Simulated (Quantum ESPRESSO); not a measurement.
Band energies of AgI monolayer

```xyz
4
Lattice="4.3236 0.0000 0.0000 0.0000 4.3236 0.0000 0.0000 0.0000 16.7000" Properties=species:S:1:pos:R:3 pbc="T T T"
Ag     0.0000     2.1618     0.0000
Ag     2.1618     0.0000     0.0000
I      0.0000     0.0000     1.8609
I      2.1618     2.1618    -1.8609
```

PBEsol (pw.x of Quantum ESPRESSO, ONCV potentials, without SOC); path MΓXM; energies in eV from the valence-band maximum.

| k (1/Å) | point | band 22 | band 23 | band 24 | band 25 | band 26 | band 27 | band 28 | band 29 |
|---|---|---|---|---|---|---|---|---|---|
| 0.00 | M | -2.18 | -1.92 | -1.92 | -1.44 | -1.44 | 4.03 | 4.03 | 4.03 |
| 0.11 |  | -2.16 | -2.07 | -1.71 | -1.43 | -1.25 | 3.93 | 4.04 | 4.06 |
| 0.23 |  | -2.48 | -1.82 | -1.42 | -1.42 | -1.00 | 3.84 | 4.08 | 4.15 |
| 0.34 |  | -2.48 | -1.52 | -1.40 | -1.17 | -0.80 | 3.72 | 4.14 | 4.25 |
| 0.46 |  | -2.35 | -1.37 | -1.20 | -0.99 | -0.64 | 3.53 | 4.21 | 4.37 |
| 0.57 |  | -2.14 | -1.34 | -0.90 | -0.86 | -0.50 | 3.24 | 4.29 | 4.55 |
| 0.69 |  | -1.89 | -1.32 | -0.88 | -0.54 | -0.36 | 2.88 | 4.38 | 4.83 |
| 0.80 |  | -1.63 | -1.31 | -0.93 | -0.27 | -0.20 | 2.49 | 4.45 | 4.64 |
| 0.91 |  | -1.42 | -1.32 | -0.99 | -0.07 | -0.06 | 2.19 | 4.21 | 4.51 |
| 1.03 | Γ | -1.33 | -1.33 | -1.03 | 0.00 | 0.00 | 2.06 | 4.05 | 4.53 |
| 1.13 |  | -1.47 | -1.26 | -1.00 | -0.10 | 0.00 | 2.16 | 4.15 | 4.52 |
| 1.24 |  | -1.79 | -1.11 | -0.95 | -0.34 | -0.02 | 2.39 | 4.12 | 4.66 |
| 1.34 |  | -2.16 | -0.93 | -0.90 | -0.59 | -0.04 | 2.65 | 3.81 | 4.90 |
| 1.44 |  | -2.50 | -0.88 | -0.79 | -0.76 | -0.07 | 2.87 | 3.49 | 5.10 |
| 1.55 |  | -2.76 | -0.91 | -0.88 | -0.59 | -0.13 | 3.03 | 3.27 | 5.31 |
| 1.65 |  | -2.95 | -0.95 | -0.91 | -0.44 | -0.21 | 3.11 | 3.16 | 5.56 |
| 1.75 | X | -3.06 | -0.95 | -0.95 | -0.31 | -0.31 | 3.13 | 3.13 | 5.80 |
| 1.84 |  | -3.01 | -0.98 | -0.98 | -0.38 | -0.38 | 3.19 | 3.19 | 5.88 |
| 1.94 |  | -2.90 | -1.07 | -1.07 | -0.53 | -0.53 | 3.33 | 3.33 | 5.84 |
| 2.03 |  | -2.77 | -1.25 | -1.25 | -0.70 | -0.70 | 3.51 | 3.51 | 5.36 |
| 2.12 |  | -2.64 | -1.46 | -1.46 | -0.86 | -0.86 | 3.68 | 3.68 | 4.91 |
| 2.21 |  | -2.51 | -1.67 | -1.67 | -1.02 | -1.02 | 3.81 | 3.81 | 4.55 |
| 2.30 |  | -2.36 | -1.82 | -1.82 | -1.19 | -1.19 | 3.91 | 3.91 | 4.29 |
| 2.39 |  | -2.23 | -1.91 | -1.91 | -1.36 | -1.36 | 3.97 | 3.97 | 4.12 |
| 2.48 | M | -2.18 | -1.92 | -1.92 | -1.44 | -1.44 | 4.03 | 4.03 | 4.03 |

The PBEsol gap is direct, 2.06 eV at Γ. The valence-band maximum lies 5.53 eV below the vacuum level.

Spin-orbit coupling is left out, which matters for elements this heavy: edges can move by tenths of an eV.

Geometry relaxed with PBEsol.

This is a model layer cut from the bulk structure; whether it is stable on its own was not checked.
